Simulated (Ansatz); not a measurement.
SnTe:
```xyz
2
Lattice="0.0000 3.2047 3.2047 3.2047 0.0000 3.2047 3.2047 3.2047 0.0000" Properties=species:S:1:pos:R:3 pbc="T T T"
Sn     0.0000     0.0000     0.0000
Te     3.2047     3.2047     3.2047
```

Relaxed with PBE.

List the phonon frequencies at the special points (DFPT on a 4×4×4 q-mesh, Fourier-interpolated; PBE (plane waves, PAW; program Ansatz)).

In cm⁻¹; no LO–TO term at Γ, as the run had none.

```tsv
q	frequencies
Γ	69i 69i 69i 0 0 0
X	56i 21 21 43 56 56
U	37 46 56 63 82 101
K	37 46 56 63 82 101
L	71 71 93 93 101 117
W	40 40 66 66 83 93
```

Space group Fm-3m (rock salt). Symmetry was held in the PBE relaxation. At this level the phase is dynamically unstable (imaginary phonons). Spin–orbit coupling is left out wherever it is not named.

Potentials: the later of the program's two PAW sets.
